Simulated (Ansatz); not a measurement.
BaMg2Sb2:
```cif
data_BaMg2Sb2
_chemical_formula_sum 'Ba1 Mg2 Sb2'
_space_group_name_H-M_alt 'P-3m1'
_space_group_IT_number 164
_space_group_name_Hall '-P 3 2"'
_cell_length_a 4.79024
_cell_length_b 4.79024
_cell_length_c 8.19244
_cell_angle_alpha 90.000
_cell_angle_beta 90.000
_cell_angle_gamma 120.000
loop_
_atom_site_label
_atom_site_type_symbol
_atom_site_symmetry_multiplicity
_atom_site_Wyckoff_symbol
_atom_site_fract_x
_atom_site_fract_y
_atom_site_fract_z
_atom_site_occupancy
Ba1 Ba 1 a 0.00000 0.00000 0.00000 1
Mg1 Mg 2 d 0.66667 0.33333 0.37677 1
Sb1 Sb 2 d 0.33333 0.66667 0.26933 1
```

Relaxed at zero pressure with r²SCAN in the plane-wave PAW code Ansatz.

### Question
The volume is raised by 3 % and shape and atoms relax at that volume. What pressure results, and how do the axes share the change?

### Answer
-1.1 GPa; a 1.0 %, b 1.0 %, c 1.0 %; the energy rises by 3 meV/atom.

### Question
Give the new structure.

### Answer

Space group P-3m1 (No. 164); a = b = 4.837 Å, c = 8.277 Å, α = β = 90.00°, γ = 120.00°

```csv
atom,site,symmetry,x,y,z
Ba,1a,-3m.,0.0000,0.0000,0.0000
Mg,2d,3m.,0.6667,0.3333,0.3770
Sb,2d,3m.,0.3333,0.6667,0.2704
```

The phase is kept; no other phase was compared at this pressure.

The workflow started from a Materials Project entry (that database holds measured and hypothetical structures alike); the Crystallography Open Database files this formula in space group No. 164, but the cells were not matched. Whether it is the stable phase at ambient conditions was not checked. The r²SCAN relaxation kept the symmetry of its start; its stability against distortions is not shown here. Scalar-relativistic: spin–orbit coupling is off unless named, which matters more the heavier the elements.

Potentials: the later of the program's two PAW sets.
